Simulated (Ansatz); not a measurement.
# Two states of Rb2LiGdF6

```yaml
crystal:
  lattice:
    - [0.00000, 4.44699, 4.44699]
    - [4.44699, 0.00000, 4.44699]
    - [4.44699, 4.44699, 0.00000]
  atoms:
    - { symbol: F, position: [0.75600, 0.24400, 0.24400] }
    - { symbol: F, position: [0.24400, 0.75600, 0.24400] }
    - { symbol: F, position: [0.24400, 0.75600, 0.75600] }
    - { symbol: F, position: [0.75600, 0.24400, 0.75600] }
    - { symbol: F, position: [0.24400, 0.24400, 0.75600] }
    - { symbol: F, position: [0.75600, 0.75600, 0.24400] }
    - { symbol: Li, position: [0.50000, 0.50000, 0.50000] }
    - { symbol: Gd, position: [0.00000, 0.00000, 0.00000] }
    - { symbol: Rb, position: [0.25000, 0.25000, 0.25000] }
    - { symbol: Rb, position: [0.75000, 0.75000, 0.75000] }
```

Level: PBE, with U = 4.0 eV and J = 0.67 eV on Gd f (all-electron-ortho-atomic projectors); 420 eV; 5×5×5 Γ-centred mesh; fermi-dirac occupations (width 0.0139 eV); Ansatz 0.2.0, fixed geometry.

State A: Gd8 up (collinear spin). State B: no moments (no spin polarisation).

**Question.** Which state is lower, and how do they differ?

**Answer.** State A is lower by 836.8 meV an atom at zero smearing; in free energy at this smearing B lies +836.0 meV an atom from A.

```tsv
state	free energy (meV/atom)	largest moment in a small sphere (μB)	net moment (μB/cell)	gap on mesh (eV)	pressure (GPa)	largest force (eV/Å)
A	0.0	6.78	7.00	6.27	1.9	1.06
B	836.0	0.00	0.00	metal	1.4	0.94
```

Origin: a known structure type with other elements, at an estimated volume, so it need not be a known compound. Caveats: the state breaks the symmetry of the cell; open f shell without moments; odd electron count without spin polarisation, so a magnetic state may lie lower; the Fermi level lies in a narrow band between gaps, which spin or distortion may split.
